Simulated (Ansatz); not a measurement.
CdSe:
```
CdSe
1.0
    0.00000     2.78214     2.78214
    2.78214     0.00000     2.78214
    2.78214     2.78214     0.00000
Cd Se
1 1
Direct
  0.00000   0.00000   0.00000
  0.50000   0.50000   0.50000
```

Relaxed with LDA. Special points in fractions of this cell's reciprocal vectors: Γ (0.000, 0.000, 0.000); X (0.500, 0.000, 0.500); U (0.625, 0.250, 0.625); K (0.375, 0.375, 0.750); L (0.500, 0.500, 0.500); W (0.500, 0.250, 0.750).

Question: List the band energies nearest the Fermi level at these points for DFT-LDA in the program Ansatz with PAW potentials.

Answer: In eV from the Fermi level; about four levels below and three above (degenerate sets whole), none deeper than 8.9 eV; … stands for higher levels left out; points with the same levels are listed once.

```tsv
k	below	above
Γ	-8.09 -8.09 -8.09 -0.80 -0.80 -0.80	0.23 …
X	-4.75 -2.45 -2.45 -0.68	5.32 10.19 …
U	-7.48 -4.12 -4.09 -1.65	1.39 6.27 8.40
L	-7.90 -7.90 -5.48 -0.01 -0.01	2.81 5.12 5.12
W	-7.38 -3.65 -3.65 -3.46	3.12 5.87 …
```

Space group Fm-3m (rock salt). This is a known high-pressure phase of the composition, computed here at zero pressure and temperature. The cell was relaxed with LDA under the symmetry of its start; whether a distortion lowers the energy is not shown. Spin–orbit coupling is left out wherever it is not named.

Potentials: the later of the program's two PAW sets.
